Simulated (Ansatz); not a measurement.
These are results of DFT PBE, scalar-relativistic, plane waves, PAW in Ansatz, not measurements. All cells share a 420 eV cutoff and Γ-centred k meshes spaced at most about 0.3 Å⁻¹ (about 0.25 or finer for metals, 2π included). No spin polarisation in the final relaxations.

All energies are static (0 K, no zero-point motion).

Two relaxed structures of Al2BP3:

1.

Space group P6/mmm (No. 191). a = 4.253 Å, b = 4.253 Å, c = 8.325 Å, α = 90.00°, β = 90.00°, γ = 120.00°
```json
{"atom": "Al", "site": "2e", "symmetry": "6mm", "x": "0.0000", "y": "0.0000", "z": "0.7584"}
{"atom": "B", "site": "1a", "symmetry": "6/mmm", "x": "0.0000", "y": "0.0000", "z": "0.0000"}
{"atom": "P", "site": "2c", "symmetry": "-6m2", "x": "0.3333", "y": "0.6667", "z": "0.0000"}
{"atom": "P", "site": "1b", "symmetry": "6/mmm", "x": "0.0000", "y": "0.0000", "z": "0.5000"}
```

2.

Space group P6/mmm (No. 191). a = 5.809 Å, b = 5.809 Å, c = 3.621 Å, α = 90.00°, β = 90.00°, γ = 120.00°
| atom | site | symmetry | x | y | z |
| --- | --- | --- | --- | --- | --- |
| Al | 2c | -6m2 | 0.3333 | 0.6667 | 0.0000 |
| B | 1a | 6/mmm | 0.0000 | 0.0000 | 0.0000 |
| P | 3g | mmm | 0.5000 | 0.0000 | 0.5000 |

Task: Which is lower in energy, and by how much?

Result: Cell 2 is lower, by 51 meV/atom. Cell 1 has space group P6/mmm (No. 191), 21.7 Å³/atom and no gap on its mesh; cell 2 has space group P6/mmm (No. 191), 17.6 Å³/atom and no gap. Counting B or P atoms around Al (for each partner element, those within 1.25 times its shortest distance or 1.15 times the sum of covalent radii, where it is the nearest in units of that sum or under 1.3), cell 1 has Al 2 and cell 2 has Al 6. Cell 1 holds P–P nets (shortest 2.46 Å); in cell 2 the shortest P–P distance is 2.90 Å. Even the lower one lies +0.92 eV/atom against the reference forms of the elements (uncorrected), so neither is stable at this level. Both come from invented guesses. A third cell relaxed alike, in P-3m1, lies 0.80 eV/atom below the lower of the two.

No dispersion correction is applied, so the spacing and binding between layers, chains or molecules are poorly described (P6/mmm at 21.7 Å³/atom), and this can change margins and order among such cells. Cells relaxed within their symmetry can be saddle points.
